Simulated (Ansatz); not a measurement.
Relaxed TiO (space group C2/m):

```
TiO
1.0
    4.56291    -2.04250     0.00000
    4.56291     2.04250     0.00000
   -1.70151     0.00000     5.44157
Ti O
5 5
Direct
  0.65345   0.65345   0.32312
  0.34655   0.34655   0.67688
  0.66636   0.66636   0.83277
  0.33364   0.33364   0.16723
  0.00000   0.00000   0.50000
  0.50000   0.50000   0.00000
  0.83212   0.83212   0.16875
  0.16788   0.16788   0.83125
  0.83133   0.83133   0.65862
  0.16867   0.16867   0.34138
```

The atoms are displaced by Q × the pattern below (from a DFPT mode at Γ, largest move 1; Q in Å), at fixed cell.

```csv
atom,x,y,z
Ti1,0.000,-0.005,0.000
Ti2,0.000,-0.005,0.000
Ti3,0.000,-0.294,0.000
Ti4,0.000,-0.294,0.000
Ti5,0.000,0.039,0.000
O6,0.000,0.008,0.000
O7,0.000,1.000,0.000
O8,0.000,1.000,0.000
O9,0.000,-0.170,0.000
O10,0.000,-0.170,0.000
```

These are LDA (plane waves to 420 eV, PAW, scalar-relativistic; Ansatz, a quantum-chemistry and plane-wave program) values and carry that method's errors. k mesh 12×12×8 (Γ-centred), Fermi-Dirac smearing 0.05 eV. Energies are smeared free energies. With partly filled bands, energies and forces of such displacements shift with the k mesh and the smearing. TiO is run without spin polarisation and with no Hubbard U. TiO was relaxed with its symmetry unable to fall. The zero of ΔE is the undisplaced structure. The last digit holds for this mesh only.

| Q (Å) | ΔE (meV/cell) |
|---|---|
| -0.1000 | withheld |
| -0.0833 | 137.2 |
| -0.0667 | 87.1 |
| -0.0500 | 48.7 |
| -0.0333 | 21.6 |
| -0.0167 | 5.4 |
| 0.0000 | 0.0 |
| 0.0167 | 5.4 |
| 0.0333 | 21.6 |
| 0.0500 | 48.7 |
| 0.0667 | 87.1 |
| 0.0833 | 137.2 |
| 0.1000 | withheld |

Task: Fit an even polynomial form (powers 2, 4) to the given rows and predict ΔE at Q = -0.1000.

Result: Least squares on the 11 given rows: ΔE = (19300)·Q² + (67400)·Q⁴, in meV/cell with Q in Å; root-mean-square residual 0.07 meV/cell. At -0.1000 the fit gives 199.7 meV/cell; the calculation gives 199.5 meV/cell, so the extrapolation is off by 0.2 (+0.1 %). The quadratic term alone would give 193.0 meV/cell.

(For displaced atoms, the force is minus the slope of the energy, and its curvature is a force constant, which sets phonon frequencies.)
